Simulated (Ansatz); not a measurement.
ReB2:
```yaml
crystal:
  lattice:
    - [2.94523, 0.00000, 0.00000]
    - [-1.47262, 2.55065, 0.00000]
    - [0.00000, 0.00000, 3.49592]
  atoms:
    - { symbol: Re, position: [0.00000, 0.00000, 0.00000] }
    - { symbol: B, position: [0.33333, 0.66667, 0.50000] }
    - { symbol: B, position: [0.66667, 0.33333, 0.50000] }
```

Relaxed with PBE. Special points in fractions of this cell's reciprocal vectors: Γ (0.000, 0.000, 0.000); M (0.500, 0.000, 0.000); K (0.333, 0.333, 0.000); A (0.000, 0.000, 0.500); L (0.500, 0.000, 0.500); H (0.333, 0.333, 0.500).

Task: List the band energies nearest the Fermi level at these points for PBE with spin–orbit coupling (plane waves, PAW; program Ansatz).

Result: In eV from the Fermi level; about four levels below and three above (degenerate sets whole), none deeper than 8.9 eV; points with the same levels are listed once.

| k | below | above |
|---|---|---|
| Γ | -0.42 -0.42 -0.04 -0.04 | 1.40 1.40 1.74 1.74 |
| M | -4.40 -4.40 -1.24 -1.24 | 1.08 1.08 1.48 1.48 |
| K | -1.60 -1.60 -1.13 -1.13 | 0.67 0.67 6.68 6.68 |
| A | -1.60 -1.60 -1.60 -1.60 | 5.72 5.72 9.33 9.33 |
| L | -4.53 -4.53 -0.54 -0.54 | 1.62 1.62 2.72 2.72 |
| H | -5.31 -5.31 -0.21 -0.21 | 2.59 2.59 2.79 2.79 |

Space group P6/mmm. The cell is a constructed one: a structure type filled with these elements; neither database checked (COD, Materials Project) lists it. COD files the formula under space group No. 194, so this cell is another polymorph or a model. Its standing as an ambient phase is unchecked. Symmetry was held in the PBE relaxation; its stability against distortions is not shown here. The run is not spin-polarised.

Potentials: the earlier of the program's two PAW sets.
